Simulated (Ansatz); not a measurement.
Method: Ansatz, DFT PBE, scalar-relativistic, plane waves, PAW. All cells share a 420 eV cutoff and Γ-centred k meshes spaced about 0.3 Å⁻¹ or finer (0.25 for metals, 2π included). No spin polarisation in the final relaxations.

Temperature and zero-point effects are left out. All come from trial cells, and lower structures may exist.

Question: Order these relaxed structures of TaTi4 by energy, lowest first, with the energy over the lowest of them.
A.

Space group P6_3/mmc (No. 194). a = 2.930 Å, b = 2.930 Å, c = 23.741 Å, α = 90.00°, β = 90.00°, γ = 120.00°
```csv
atom,site,symmetry,x,y,z
Ti,4f,3m.,0.3333,0.6667,0.0496
Ti,4f,3m.,0.6667,0.3333,0.1472
Ta,2c,-6m2,0.3333,0.6667,0.2500
```

B.

Space group I4/mmm (No. 139). a = 3.271 Å, b = 3.271 Å, c = 16.303 Å, α = 90.00°, β = 90.00°, γ = 90.00°
| atom | site | symmetry | x | y | z |
| --- | --- | --- | --- | --- | --- |
| Ti | 4e | 4mm | 0.5000 | 0.5000 | 0.0968 |
| Ti | 4e | 4mm | 0.0000 | 0.0000 | 0.1995 |
| Ta | 2a | 4/mmm | 0.0000 | 0.0000 | 0.0000 |

C.

Space group Fmmm (No. 69). a = 3.262 Å, b = 4.623 Å, c = 23.149 Å, α = 90.00°, β = 90.00°, γ = 90.00°
```
atom  site  symmetry       x       y       z
  Ti    8i       mm2  0.0000  0.0000  0.2009
  Ti    8i       mm2  0.5000  0.0000  0.0998
  Ta    4a       mmm  0.0000  0.0000  0.0000
```

D.

Space group I4/mmm (No. 139). a = 6.377 Å, b = 6.377 Å, c = 4.315 Å, α = 90.00°, β = 90.00°, γ = 90.00°
```json
{"atom": "Ti", "site": "8i", "symmetry": "m2m.", "x": "0.2037", "y": "0.5000", "z": "0.5000"}
{"atom": "Ta", "site": "2b", "symmetry": "4/mmm", "x": "0.0000", "y": "0.0000", "z": "0.5000"}
```

Answer: A (0 meV/atom), C (31 meV/atom), B (42 meV/atom), D (75 meV/atom). Forms: A Ti and Ta ordered on hcp sites, P6_3/mmc; C Ti and Ta ordered on bcc sites, Fmmm; B Ti and Ta ordered on bcc sites, I4/mmm; D I4/mmm. Counting all near atoms (those within 1.25 times the shortest distance at each site; a plus sign parts nearer from farther groups): A has Ta 12, Ti 12; C has Ta 8+6, Ti 8+6; B has Ta 8+6, Ti 8+6; D has Ta 8+8, Ti 9. Even the lowest lies +0.06 eV/atom against the elements.

The k mesh leaves some 4 meV/atom of noise in the energy of each metallic cell. These runs have no spin–orbit coupling, which can matter for Ta. Cells relaxed within their symmetry can be saddle points; a later kick test found a lower structure for TaTi4 P6_3/mmc. Some candidate types were left out of the draw beforehand, so a known form may be missing.
